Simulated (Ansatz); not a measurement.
Trial structure of LuBW3, not yet relaxed:

Space group P4mm (No. 99). a = 3.996 Å, b = 3.996 Å, c = 5.051 Å, α = 90.00°, β = 90.00°, γ = 90.00°
```json
{"atom": "Lu", "site": "1a", "symmetry": "4mm", "x": "0.0000", "y": "0.0000", "z": "0.9839"}
{"atom": "B", "site": "1b", "symmetry": "4mm", "x": "0.5000", "y": "0.5000", "z": "0.6872"}
{"atom": "W", "site": "2c", "symmetry": "2mm.", "x": "0.0000", "y": "0.5000", "z": "0.5007"}
{"atom": "W", "site": "1b", "symmetry": "4mm", "x": "0.5000", "y": "0.5000", "z": "0.1001"}
```

All numbers below come from DFT PBE, scalar-relativistic, plane waves, PAW in Ansatz. Cutoff 420 eV; k points 4×4×4 on the computed 5-atom cell (Γ-centred); Gaussian smearing, width 0.10 eV; no spin polarisation.

The zero of energy is the elements' standard structures at the same level; no fitted shifts are applied.

Question: Estimate its pressure, forces and energy as it stands.

Answer: The pressure is 4.8 GPa (the mean over three directions, positive in compression), the largest force is 1.77 eV/Å, and the energy is +0.52 eV/atom against the elements. The shortest distance is 2.09 Å.

Question: How much does it gain on relaxing, and where does it end?

Answer: Relaxing gains about 0.22 eV/atom (the start's value is from the coarse mesh, so the gain is rough) in 20 ionic steps and ends at +0.30 eV/atom on the finer mesh. The symmetry goes from P4mm (No. 99) to Pm-3m (No. 221). The end has the antiperovskite type. The volume per atom grows by 0.8 %, from 16.1 to 16.3 Å³. The shortest distance goes from 2.09 Å (B–W) to 2.17 Å (B–W). Conventional cell: a = 4.332 Å. Around Lu lie 12 W at 3.06 Å; B is surrounded by 6 W at 2.17 Å; W has 2 B at 2.17 Å, 4 Lu at 3.06 Å and 8 W at 3.06 Å.

The last run used a 10×10×10 mesh for its 5-atom cell and Gaussian smearing of 0.10 eV. Spin–orbit coupling, which can matter for W, is left out. The relaxation can't lower the symmetry of the start. Symmetry constrained the relaxation, so the result can be a saddle point.
